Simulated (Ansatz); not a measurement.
Ge$_{2}$Sb$_{2}$Te$_{5}$:
```
Ge2Sb2Te5
1.0
    4.24839     0.00000     0.00000
   -2.12420     3.67922     0.00000
    0.00000     0.00000    17.34752
Ge Sb Te
2 2 5
Cartesian
  0.00000   2.45281  15.63509
  2.12420   1.22641   1.71243
  0.00000   0.00000  11.94283
  0.00000   0.00000   5.40469
  0.00000   0.00000   0.00000
  2.12420   1.22641  13.96538
  0.00000   2.45281   3.38214
  0.00000   2.45281  10.23976
  2.12420   1.22641   7.10776
```

Relaxed with r²SCAN+D4. Special points in fractions of this cell's reciprocal vectors: Γ (0.000, 0.000, 0.000); M (0.500, 0.000, 0.000); K (0.333, 0.333, 0.000); A (0.000, 0.000, 0.500); L (0.500, 0.000, 0.500); H (0.333, 0.333, 0.500).

Question: List the band energies nearest the valence-band maximum at these points for plane-wave PAW r²SCAN+D4 with spin–orbit coupling (Ansatz code).

Answer: In eV from the valence-band maximum; about four levels below and three above (degenerate sets whole), none deeper than 8.9 eV; points with the same levels are listed once.

```csv
k,below,above
Γ,-0.66 -0.66 0.00 0.00,0.13 0.13 0.52 0.52
M,-1.44 -1.44 -0.72 -0.72,0.60 0.60 0.91 0.91
K,-0.90 -0.90 -0.76 -0.76,0.83 0.83 0.95 0.95
A,-0.43 -0.43 -0.13 -0.13,0.25 0.25 0.40 0.40
L,-1.40 -1.40 -0.54 -0.54,0.48 0.48 0.80 0.80
H,-1.30 -1.30 -1.18 -1.18,1.53 1.53 1.55 1.55
```

Space group P-3m1. The r²SCAN+D4 relaxation kept the symmetry of its start. At this level the phase is dynamically unstable (imaginary phonons).

Potentials: the earlier of the program's two PAW sets. The files were generated under PBE; for other functionals the program regenerates the frozen cores, and for LDA and PBEsol the local potential too.
